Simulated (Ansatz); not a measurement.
TiO₂ (rutile)

```
TiO2
1.0
    4.64353     0.00000     0.00000
    0.00000     4.64353     0.00000
    0.00000     0.00000     2.96370
Ti O
2 4
Direct
  0.00000   0.00000   0.00000
  0.50000   0.50000   0.50000
  0.30512   0.30512   0.00000
  0.80512   0.19488   0.50000
  0.19488   0.80512   0.50000
  0.69488   0.69488   0.00000
```

The volume is varied about the relaxed value V₀ at fixed cell shape. The atoms relax within the cell's symmetry.

These are PBE (plane waves to 420 eV, PAW, scalar-relativistic; Ansatz, an electronic-structure program) values and carry that method's errors. k mesh 7×7×11 (Γ-centred), Fermi-Dirac smearing 0.05 eV. The energy includes the smearing's −TS. Compression counts positive. With the shape held, the modulus is that of even scaling; a crystal free to change shape is softer. The PAW data are Ansatz's earlier set. TiO2 is run without spin polarisation. TiO2 was relaxed with its symmetry unable to fall. The zero of ΔE is the relaxed starting cell.

```json
[
 {"V (Å³/atom)": "8.947", "ΔE (meV/atom)": "251.1"},
 {"V (Å³/atom)": "9.231", "ΔE (meV/atom)": "164.8"},
 {"V (Å³/atom)": "9.515", "ΔE (meV/atom)": "99.8"},
 {"V (Å³/atom)": "9.799", "ΔE (meV/atom)": "withheld"},
 {"V (Å³/atom)": "10.083", "ΔE (meV/atom)": "22.4"},
 {"V (Å³/atom)": "10.367", "ΔE (meV/atom)": "5.3"},
 {"V (Å³/atom)": "10.651", "ΔE (meV/atom)": "0.0"},
 {"V (Å³/atom)": "10.935", "ΔE (meV/atom)": "4.8"},
 {"V (Å³/atom)": "11.219", "ΔE (meV/atom)": "18.2"},
 {"V (Å³/atom)": "11.503", "ΔE (meV/atom)": "39.1"},
 {"V (Å³/atom)": "11.787", "ΔE (meV/atom)": "66.2"},
 {"V (Å³/atom)": "12.071", "ΔE (meV/atom)": "98.7"},
 {"V (Å³/atom)": "12.355", "ΔE (meV/atom)": "135.6"}
]
```

Q: Fit a third-order Birch-Murnaghan form (E₀, V₀, B₀, B₀′ free) to the given rows and predict ΔE at V = 9.799.

A: Least squares on the 12 given rows: ΔE = E₀ + (9V₀B₀/16)·y²·[2 + (B₀′ − 4)y], y = (V₀/V)^(2/3) − 1, with V₀ = 10.653 Å³/atom, B₀ = 211.7 GPa (160.2 GPa = 1 eV/Å³; the term in eV is multiplied by 1000), B₀′ = 4.69, E₀ = 0.15 meV/atom; root-mean-square residual 0.19 meV/atom. At 9.799 the fit gives 53.1 meV/atom; the calculation gives 53.2 meV/atom, so the interpolation is off by -0.1 (-0.2 %). For the pressure the fit gives 21.5 GPa against the computed 21.6 GPa.

(Under strain, the slope of the energy per volume gives the stress and its curvature an elastic modulus.)
